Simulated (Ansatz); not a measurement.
Here is the system:

CuCl:
```
CELL_PARAMETERS angstrom
      1.84160     1.06325     3.00533
     -1.84160     1.06325     3.00533
      0.00000    -2.12650     3.00533
ATOMIC_POSITIONS crystal
  Cu 0.00859 0.00859 0.00859
  Cl 0.75842 0.75842 0.75842
```

This is the LDA-relaxed structure.

Problem. All from LDA (plane waves, PAW; program Ansatz), unless another level is named. Predict the Young's modulus.

Solution. 35.1 GPa.

Problem. Predict the vibrational entropy at 300 K.

Solution. 38.9 J/(K·mol of atoms).

Problem. Next, the zero-point energy?

Solution. 29.6 meV/atom.

Problem. And the highest zone-centre frequency (without LO–TO term)?

Solution. 5.69 THz.

Space group F-43m (zinc blende). The cell was relaxed with LDA under the symmetry of its start; phonons on a q-mesh show no instability. No spin polarisation was allowed.

Potentials: the later of the program's two PAW sets.
